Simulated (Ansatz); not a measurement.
## BW$_{2}$: computed property card

BW2:
```cif
data_B2W4
_chemical_formula_sum 'W4 B2'
_space_group_name_H-M_alt 'P 1'
_space_group_IT_number 1
_cell_length_a 3.47065
_cell_length_b 3.47065
_cell_length_c 6.38845
_cell_angle_alpha 90.000
_cell_angle_beta 90.000
_cell_angle_gamma 90.000
loop_
_space_group_symop_operation_xyz
  'x, y, z'
loop_
_atom_site_label
_atom_site_type_symbol
_atom_site_fract_x
_atom_site_fract_y
_atom_site_fract_z
_atom_site_occupancy
W1 W 0.00000 0.00000 0.00000 1
W2 W 0.50000 0.50000 0.00000 1
W3 W 0.50000 0.00000 0.35997 1
W4 W 0.00000 0.50000 0.64003 1
B1 B 0.50000 0.00000 0.72159 1
B2 B 0.00000 0.50000 0.27841 1
```

Space group P4/nmm (No. 129); conventional cell a = b = 3.4707 Å, c = 6.3884 Å, α = β = γ = 90.00°.

Method: r²SCAN (plane waves, PAW; program Ansatz). The cell and atoms are relaxed at this level. Other levels are named where they apply.

### Cell and energy

```yaml
volume_per_atom: 12.83 Å³
density: 16.33 g/cm³
Formation energy from the elements (no fitted shifts): 0.26 eV/atom
```

### Electronic structure

```yaml
electronic_character: metallic (no gap)
Density of states at the Fermi level: 0.43 states/eV per atom (mean over ±0.08 eV)
Gap with spin–orbit coupling: none (metallic)
```

### Mechanics

```yaml
Bulk modulus (Birch–Murnaghan fit): 3070 kbar
Pressure derivative B′: 4.1
```

### Charges

```yaml
bader_charges: W +0.34 to +0.76, B -1.10 e
```

A made-up cell: these elements were put on the sites of a structure type; neither database checked (COD, Materials Project) lists it. COD files the formula under space group No. 140. Its standing as an ambient phase is unchecked. Symmetry was held in the r²SCAN relaxation; whether a distortion lowers the energy is not shown. No spin polarisation was allowed. The references are the lowest solids computed at this level, not always the standard phases. Spin–orbit coupling is left out wherever it is not named.

Potentials: the earlier of the program's two PAW sets.
